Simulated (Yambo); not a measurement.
Material: ZnTe (zinc blende, space group F-43m, No. 216) under isotropic strain of -2 % on all lattice vectors; a = b = c = 4.2023 Å, α = β = γ = 60.00° (2 atoms in the cell). The PBEsol cell relaxed from Materials Project entry mp-2176 was given an isotropic strain of -2 % on all lattice vectors, and the atoms were relaxed again.

With norm-conserving PBE (stringent potentials; Quantum ESPRESSO, 107 Ry, scalar-relativistic), the gap between the mesh's edge points (Γ → Γ) is 1.637 eV.

Q: What does a G0W0 run in Yambo give for it (4×4×4 Γ-centred k mesh, bands 9 to 257 and a 15 Ry block in the screening, 257 bands in G with the Bruneval-Gonze terminator, plasmon pole fitted at 27.2 eV)?

A: The correction is 0.877 eV, giving 2.514 eV, 1.5 times the PBE value.  Convergence of the G0W0 settings was not tested. Spin-orbit coupling is left out, which matters for elements this heavy: edges can move by tenths of an eV.
